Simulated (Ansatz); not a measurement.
Ti3Al in space group Fm-3m (No. 225; Ti on 8c, Ti on 4a, Al on 4b), the program Ansatz at the PBE level (PAW), all energies at zero smearing, with the estimated change up to a 700 eV cutoff added, with one set of potentials and settings (totals compare only within such a set). Cell of 4 atoms (3 Ti, 1 Al): -8037.147 eV.

```csv
element,reference phase,E (eV/atom)
Ti,"P6/mmm, 3 atoms in the cell",-2499.6739
Al,"Fm-3m, 1 atoms in the cell",-537.5049
```

Formation energy per atom, worked out: (-8037.147 − 3×(-2499.6739) − 1×(-537.5049))/4 = -0.155 eV/atom (-15 kJ per mol of atoms), at 0 K, without zero-point energy or fitted corrections.

The workflow started from a Materials Project entry (that database holds measured and hypothetical structures alike); the Crystallography Open Database copy checked does not list it. With Ti and Al taken as one species the cell has the higher symmetry Im-3m, so it may be an ordered model of a mixed-site phase. It is not the phase usual at ambient conditions (space group No. 194). The PBE relaxation kept the symmetry of its start; whether a distortion lowers the energy is not shown. Spin order of the final state: ferromagnetic, chosen from 3 collinear starts compared on coarse meshes (ties went to the first, and starts can fall back to one state), not a proven ground state. The references are the lowest solids computed at this level, not always the standard phases.

Potentials: the later of the program's two PAW sets.
